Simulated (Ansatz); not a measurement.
CdSe (zinc blende), conventional cell a = 6.0818 Å, b = 6.0818 Å, c = 6.0818 Å, α = 90.00°, β = 90.00°, γ = 90.00°. The calculation uses the primitive cell of 2 atoms, to which meshes and values per cell refer.

Equation-of-state scan: isotropic scaling of the cell above, V₀ being its volume. Symmetry pins the atoms to their sites.

Calculation: PBEsol (plane waves to 420 eV, PAW, scalar-relativistic; Ansatz, a program for electronic structure). k mesh 9×9×9 (Γ-centred), Fermi-Dirac smearing 0.05 eV. E stands for the smeared free energy. Compression counts positive. CdSe was relaxed with its symmetry unable to fall. The zero of ΔE is the relaxed starting cell.

```tsv
V (Å³/cell)	ΔE (kJ/mol of atoms)	P (GPa)
47.24	15.69	13.7
48.74	10.27	10.4
50.24	6.21	7.6
51.74	3.30	5.3
53.24	1.39	3.2
54.74	…	1.5
56.24	0.00	0.0
57.74	0.30	-1.3
59.24	1.14	-2.4
60.74	2.44	-3.3
62.24	…	-4.2
63.74	6.18	-4.9
65.24	8.51	-5.4
```

Task: Complete the blanks.

Result: 
- 54.74, ΔE (kJ/mol of atoms): 0.33
- 62.24, ΔE (kJ/mol of atoms): 4.14

(A scan under strain: stresses follow from slopes of the energy per volume, elastic moduli from its curvatures.)
